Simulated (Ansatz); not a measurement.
## Mo (Im-3m): elasticity against pressure

```
CELL_PARAMETERS angstrom
-1.57551 1.57551 1.57551
1.57551 -1.57551 1.57551
1.57551 1.57551 -1.57551
ATOMIC_POSITIONS crystal
Mo 0.00000 0.00000 0.00000
```

This is the zero-pressure cell. At each pressure cell and atoms are relaxed in this structure, and the constants are slopes of the stress at strains of ±0.005 with relaxed ions (the coefficients that govern stability under load). Level: r²SCAN, PAW on Ansatz 0.2.0's default frozen-core files (fitted under PBE), scalar-relativistic; k mesh 24×24×24, strains of ±0.005, Fermi-Dirac smearing of 0.100 eV, cutoff 500 eV. P is the pressure of the relaxed cell, less that of this one.

```tsv
P (GPa)	V/V₀	C11 (GPa)	C12 (GPa)	C44 (GPa)
0.00	1.0000	489.1	162.8	102.0
1.00	0.9964	495.1	166.1	103.3
1.96	?	?	?	?
4.01	0.9858	512.7	175.8	107.3
7.03	0.9757	530.1	185.5	111.2
10.01	0.9662	547.1	195.0	115.0
15.00	0.9514	574.9	210.6	121.2
```

Problem. Does the bulk modulus from the constants agree with the pressure-volume curve?

Solution. A third-order Birch-Murnaghan fit to the volumes shown (F against f, f = [(V₀/V)^(2/3) − 1]/2) gives B₀ = 271.6 GPa and B′ = 4.1. Its −V dP/dV stands beside (C11 + 2C12)/3:

```
P (GPa)  from P(V)  from the constants
   0.00      271.6               271.6
   1.00      275.7               275.8
   4.01      288.1               288.1
   7.03      300.3               300.4
  10.01      312.3               312.3
  15.00      332.1               332.1
```

Problem. What are the pressure derivatives at zero pressure?

Solution. Slopes at V₀ of quadratic fits in −ln(V/V₀) through the first four rows shown, divided by B₀: dC11/dP = 5.9, dC12/dP = 3.3, dC44/dP = 1.3. The mean slopes up to 4.0 GPa are 5.9, 3.2, 1.3; curvature and scatter of the constants part the two. The combination (dC11/dP + 2 dC12/dP)/3 = 4.2 stands against B′.

Problem. Fill the row at 1.96 GPa.

Solution. Cubic fits in −ln(V/V₀) through all rows shown give C11 = 500.7, C12 = 169.2, C44 = 104.6 GPa. Computed: V/V₀ = 0.9929, C11 (GPa) = 500.7, C12 (GPa) = 169.2, C44 (GPa) = 104.6.

Problem. Does a shear stiffness soften?

Solution. C44 goes from 102.0 to 121.2 GPa; (C11 − C12)/2 goes from 163.2 to 182.2 GPa. Neither ends more than 3 % under its start, and the lattice stays mechanically stable over this range.

Keep in mind: no other phase was computed; many crystals of this kind change structure within this range, and rows or crossings beyond such a change describe a metastable lattice; frozen-core PAW files fitted under PBE, their cores solved anew for the functional of the run; responses of metals move with mesh and smearing; phonons weren't checked at these pressures.
